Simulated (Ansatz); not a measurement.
Ansatz input

```yaml
crystal:
  lattice:
    - [5.780883024, 0.0, 0.0]
    - [0.0, 5.780883024, 0.0]
    - [0.0, 0.0, 5.780883024]
  atoms:
    - { symbol: Hg, position: [0.0, 0.0, 0.0] }
    - { symbol: Hg, position: [0.5, 0.5, 0.5] }
    - { symbol: Hg, position: [0.25, 1.0, 0.5] }
    - { symbol: Hg, position: [0.75, 1.0, 0.5] }
    - { symbol: Hg, position: [0.5, 0.25, 1.0] }
    - { symbol: Hg, position: [0.5, 0.75, 1.0] }
    - { symbol: Hg, position: [1.0, 0.5, 0.25] }
    - { symbol: Hg, position: [1.0, 0.5, 0.75] }
hamiltonian:
  xc: pbesol
  pseudopotentials:
    kind: paw
    azcp:
      Hg: "pseudopotentials/Hg.paw.azcp"
basis:
  ecutwfc: 420
  fft_grid_basis: typed
kpoints:
  mp_grid: { grid: [6, 6, 6], shift: [0, 0, 0] }
magnetization:
  spin_polarized: false
scf:
  occupations: { method: fermi_dirac, width: 0.1 }
```

Output

```
Warning: the record states the generating functional pbe (its physics header spells it `PBE`), which answers neither for hamiltonian.xc's functional nor for the pbesol family's — results may be inconsistent (PPs are generated against a specific XC)
Engine: ansatz 0.2.0, aarch64-unknown-linux-gnu
Pseudopotentials: kind: paw
Pseudopotential: Hg, paw, valence charge 20, recommended cutoff 420 eV (normal) 
Functional definition: PBEsol
  exchange = pbesol_x
  correlation = pbesol_c
Crystal: 8 atoms, lattice volume = 193.189 Å³
Basis set: ecut = 420 eV, 3791 PW (Γ)
Bands: 90, of which v1, the nominal top of the filled ones, is band 80 counted from 1 (79 counted from 0)
Symmetry: 48 space group operations
Space group: Pm-3n (ITA 223), of the structure as read, at distance tolerance 5.8e-5 Å
k-points: 20 of 216
Non-local potential: Hg, projectors of the file, l = 0: 3, l = 1: 2, l = 2: 2, l = 3: 1
PAW form: soft (Blöchl's): semilocal exchange-correlation on the pseudo side does not see the compensation charge
PAW frozen core: Hg, regenerated for the run's functional, and the local potential with it (the file was generated under x = pbe(κ = 0.804, μ = 0.2195149727645171), c = pbe(β = 0.06672455060314922))
PAW one-centre angular grid: Hg, 590 points (default); XC on 64 Gauss nodes
Initial density: superposition of atomic densities (neutral atoms: chi_scale 0, normalization atom), corrected by the library's trained network
Initial wavefunctions: pseudopotential atomic-orbital guess
Functional: x = pbesol(κ = 0.804, μ = 0.12345679012345678), c = pbesol(β = 0.046)
SCF iter   1: F=—  HF=-109343.851577 eV  |F-HF|=—  |Δ(HF+E_count)|=         —  Δρ=3.19e-3  dr2=1.87e-2  ethr=1.77e-3  ⟨swp⟩=5.5  Hψ=5868  notcnv=0  defer=5
SCF iter   2: F=—  HF=-109343.851121 eV  |F-HF|=—  |Δ(HF+E_count)|=   4.56e-4  Δρ=1.43e-3  dr2=3.60e-3  ethr=1.17e-5  ⟨swp⟩=2.1  Hψ=3013  notcnv=0  defer=5
SCF iter   3: F=—  HF=-109343.849940 eV  |F-HF|=—  |Δ(HF+E_count)|=   1.18e-3  Δρ=3.87e-4  dr2=2.44e-4  ethr=2.25e-6  ⟨swp⟩=2.0  Hψ=2639  notcnv=0  defer=5
SCF iter   4: F=—  HF=-109343.849920 eV  |F-HF|=—  |Δ(HF+E_count)|=   2.01e-5  Δρ=8.27e-5  dr2=2.41e-5  ethr=1.52e-7  ⟨swp⟩=2.2  Hψ=2735  notcnv=0  defer=5
SCF iter   5: F=—  HF=-109343.849928 eV  |F-HF|=—  |Δ(HF+E_count)|=   8.54e-6  Δρ=3.66e-5  dr2=3.67e-6  ethr=1.51e-8  ⟨swp⟩=2.0  Hψ=2705  notcnv=0  defer=5
SCF iter   6: F=—  HF=-109343.849927 eV  |F-HF|=—  |Δ(HF+E_count)|=   9.97e-7  Δρ=7.63e-6  dr2=1.34e-7  ethr=2.30e-9  ⟨swp⟩=2.0  Hψ=2873  notcnv=0  defer=5
SCF iter   7: F=-109343.849927 eV  HF=-109343.849927 eV  |F-HF|=3.09e-9  |Δ(HF+E_count)|=   1.43e-8  Δρ=2.74e-6  dr2=1.62e-8  ethr=6.25e-11  ⟨swp⟩=2.1  Hψ=3460  notcnv=0
SCF 1 converged in 7 iterations: F = -109343.849927 eV  dr2 = 1.62e-8
SCF converged after 7 iterations
Free energy (F): -109343.849927 eV
Harris-Foulkes:  -109343.849927 eV  (|F-HF|=3.09e-9)
Internal energy: -109343.779560 eV  (E = F + TS)
E sigma→0 (E₀):  -109343.814744 eV
Entropy (-TS):   -0.070367 eV (-8.796 meV/atom)
Fermi energy:    14.212329 eV
--- Per-component energies (eV) ---
  E_band       = -3181.839824
  E_kinetic    = 4836.087052
  E_local      = -20348.551657  (includes V_loc(G=0)·N_el)
  E_nonlocal   = 609.464624
  E_hartree    = 8687.954186
  E_xc         = -1752.516585
  E_vxc        = -2094.575269  (∫ρ·V_xc dr)
  E_paw        = -78408.890561  (= ΣΔE_a)
  E_vpaw       = -3560.168343  (= ΣTr[D̂ρ^β])
  E_aug_tail   = 0.007199  (compensation charges beyond the density's cutoff)
  E_ewald      = -22969.963029
  E_core_change = 2.629210  (= ΣΔE_core)
  E_smearing   = -0.070367  (= −TS)
  E_closure    = -0.000000  (closes the sum)
  Σ components = -109343.849927   (vs F -109343.849927, Δ=0.00e0)
```

Launched by

```sh
ansatz run input.yaml --threads 4 --pin off --max-ram 8192MiB --backend cpu --events-out ev --progress --plain --runs-dir out
```

On 4 threads of Arm Neoverse V1 (shared host) this took about 4.3 s of wall time and 16 s of CPU time, with 0.71 GiB at the peak.
